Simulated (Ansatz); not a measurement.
An element in the diamond structure gives these cold pressures by all-electron LAPW under PBE (Ansatz 0.2.0, scalar-relativistic, no spin polarisation).

| V (Å³/atom) | P (GPa) |
| --- | --- |
| 23.92 | 0.00 |
| 22.00 | 5.95 |
| 20.09 | 15.53 |
| 18.18 | 30.9 |
| 16.26 | 55.9 |
| 14.35 | 97.5 |
| 12.44 | 169.6 |
| 10.76 | 281.0 |

**Question.** Which element is it?

**Answer.** Ge. Its zero-pressure volume in this structure is near 23.9 Å³/atom; the volume and the steepness of P(V) together point to it, though neighbours can come close. Neighbours weren't tried against these numbers.
